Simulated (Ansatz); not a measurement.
Os:
```yaml
crystal:
  lattice:
    - [2.71577, 0.00000, 0.00000]
    - [-1.35789, 2.35193, 0.00000]
    - [0.00000, 0.00000, 4.28979]
  atoms:
    - { symbol: Os, position: [0.33333, 0.66667, 0.25000] }
    - { symbol: Os, position: [0.66667, 0.33333, 0.75000] }
```

Relaxed with LDA. Special points in fractions of this cell's reciprocal vectors: Γ (0.000, 0.000, 0.000); M (0.500, 0.000, 0.000); K (0.333, 0.333, 0.000); A (0.000, 0.000, 0.500); L (0.500, 0.000, 0.500); H (0.333, 0.333, 0.500).

**Question.** List the band energies nearest the Fermi level at these points for the program Ansatz at the LDA level (PAW).

**Answer.** In eV from the Fermi level; about four levels below and three above (degenerate sets whole), none deeper than 8.9 eV; … stands for higher levels left out; points with the same levels are listed once.

```tsv
k	below	above
Γ	-2.35 -2.35 -1.67 -1.67	0.05 …
M	-3.72 -2.97 -2.68 -1.98	2.07 2.66 2.79
K	-4.77 -3.57 -3.57 -1.43	1.48 1.48 2.10
A	-3.42 -3.42 -3.42 -3.42	…
L	-1.31 -1.31 -0.18 -0.18	2.42 2.42 …
H	-3.55 -3.55 -1.47 -1.47	1.62 1.62 …
```

Space group P6_3/mmc (hcp (Mg type)). Symmetry was held in the LDA relaxation; of distortions, only those at the zone centre were tested. No spin polarisation was allowed. Spin–orbit coupling is left out wherever it is not named.

Potentials: the earlier of the program's two PAW sets.
